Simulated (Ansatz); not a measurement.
## Trial structures of Lu5N: starts and ends

All numbers below come from Ansatz, DFT PBE, scalar-relativistic, plane waves, PAW. All cells share a 420 eV cutoff and Γ-centred k meshes spaced at most about 0.3 Å⁻¹ (about 0.25 or finer for metals, 2π included). No spin polarisation in the final relaxations.

Each guess was relaxed in cell and atoms at zero pressure, within the symmetry of its start. All energies are static (0 K, no zero-point motion). Coordination counts Lu atoms around N (those within 1.25 times the shortest such distance or 1.15 times the sum of covalent radii, 1.27 where that leaves under three; a plus sign parts nearer from farther groups; the shortest distance is added where it exceeds 1.18 times the sum of covalent radii).

```
guess    made from  start group  V start (Å³/atom)  end group  V end (Å³/atom)  coordination at the end  gap on mesh (eV)  E over the lowest end (meV/atom)
    1   HoNi5 type       P6/mmm               22.3     P6/mmm             30.6        N 6+12 from 3.5 Å                 0                               575
    2  random cell       P6/mmm               24.1          ?                ?                        ?                 ?                                 ?
    3   DyCu5 type        F-43m               20.0      F-43m             27.9          N 16 from 3.6 Å                 0                               303
    4  random cell       P6/mmm               23.3     P6/mmm             25.1                   N 2+12                 0                                 0
```

Guess 2 as it starts:

```
Lu N
1.0
     5.30770    0.00000    0.00000
    -2.65385    4.59660    0.00000
     0.00000    0.00000    5.93606
Lu N
5 1
Cartesian
  2.6539 0.0000 0.0000
  -1.3269 2.2983 0.0000
  1.3269 2.2983 0.0000
  0.0000 3.0644 2.9680
  2.6539 1.5322 2.9680
  0.0000 0.0000 0.0000
```

Question: Fill in the missing row: what does this guess relax into, and where does it rank?

Answer: It ends in space group P6/mmm (No. 191), with a = 5.881 Å, c = 6.019 Å, 30.0 Å³/atom and no gap. It lies 174 meV/atom over the lowest end, above guess 4 and below guess 3. Counting Lu atoms around N, this end has N 6 and the lowest (guess 4) has N 2+12.

```cif
data_structure
_symmetry_space_group_name_H-M 'P6/mmm'
_symmetry_Int_Tables_number 191
_cell_length_a 5.8809
_cell_length_b 5.8809
_cell_length_c 6.0194
_cell_angle_alpha 90.000
_cell_angle_beta 90.000
_cell_angle_gamma 120.000
_cell_volume 180.29
loop_
_atom_site_label
_atom_site_type_symbol
_atom_site_symmetry_multiplicity
_atom_site_Wyckoff_symbol
_atom_site_fract_x
_atom_site_fract_y
_atom_site_fract_z
_atom_site_occupancy
Lu1 Lu 3 f 0.50000 0.00000 0.00000 1
Lu2 Lu 2 d 0.33333 0.66667 0.50000 1
N1 N 1 a 0.00000 0.00000 0.00000 1
```

The zero of energy is the elements' standard structures at the same level (N₂ as a molecule); no fitted shifts are applied.

Question: Is the lowest end bound against the elements?

Answer: No: its formation energy is +0.84 eV/atom. The separate elements lie lower, so it is unstable against them.

A magnetic state wasn't ruled out in cells without spin, among them P6/mmm at 25.1 Å³/atom, P6/mmm at 30.0 Å³/atom, P6/mmm at 30.6 Å³/atom. Cells relaxed within their symmetry can be saddle points. A lower structure may well exist outside this small set. Some candidate types were left out of the draw beforehand, so a known form may be missing.
